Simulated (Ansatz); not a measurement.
The runs began from a structure in Materials Project; this end point is another cell, not compared with measured phases.

A relaxed structure of Sr2H5Rh. Space group C2/m (No. 12). Level of theory: r2SCAN (plane waves to 500 eV, PAW, scalar-relativistic; Ansatz, a quantum-chemistry and plane-wave program).

```xyz
8
Lattice="4.4549 -2.0642 0.0000 4.4549 2.0642 0.0000 -3.7005 0.0000 6.1604" Properties=species:S:1:pos:R:3 pbc="T T T"
Sr     1.1019     0.0000     1.4227
H      4.4549     0.0000     0.0000
H     -0.2331     0.0000     3.4148
Sr     4.1074     0.0000     4.7376
H      5.4425     0.0000     2.7456
H      7.3146     0.0000     1.4045
H     -2.1052     0.0000     4.7558
Rh    -1.8502     0.0000     3.0802
```

```yaml
volume_per_atom: 14.16 Å³
band_gap: 1.20 eV, indirect (valence top at L2, conduction bottom at D2) (no spin-orbit coupling)
smallest_direct_gap: 1.27 eV at D
shortest_distances: H–Rh 1.65 Å; H–H 2.30 Å; H–Sr 2.40 Å; Rh–Sr 3.04 Å
k-mesh: 9×9×6
```

Band energies at high-symmetry points (eV from the VBM; labels of this space group; no spin-orbit coupling), from −5 eV up to 5.6 eV:

| point | energies |
|---|---|
| Γ | -3.45 -2.16 -1.95 -1.72 -1.29 -0.96 -0.93 3.10 3.77 3.80 4.41 4.79 5.16 5.18 |
| C | -3.46 -2.97 -2.28 -1.55 -1.21 -0.97 -0.34 1.72 2.73 3.55 4.84 5.26 |
| C2 | -3.46 -2.97 -2.28 -1.55 -1.21 -0.97 -0.34 1.72 2.73 3.55 4.84 5.26 |
| Y2 | -4.95 -4.21 -3.05 -2.49 -1.44 -1.22 -1.21 -0.73 3.31 3.71 3.95 4.71 4.76 |
| M2 | -4.91 -4.29 -2.92 -1.84 -1.67 -1.29 -1.23 -0.74 1.92 3.31 4.36 4.85 5.23 |
| D | -3.32 -2.85 -2.31 -1.55 -1.22 -0.90 -0.08 1.20 2.79 3.96 4.40 5.26 5.58 |
| D2 | -3.32 -2.85 -2.31 -1.55 -1.22 -0.90 -0.08 1.20 2.79 3.96 4.40 5.26 5.58 |
| A | -4.55 -1.99 -1.75 -1.33 -1.32 -0.91 -0.78 2.65 3.97 4.28 4.38 4.39 5.42 |

No spin polarisation in the result.

It was reached from a disturbed copy of a I4mm (No. 107) cell, against which it lies +94 meV/atom.
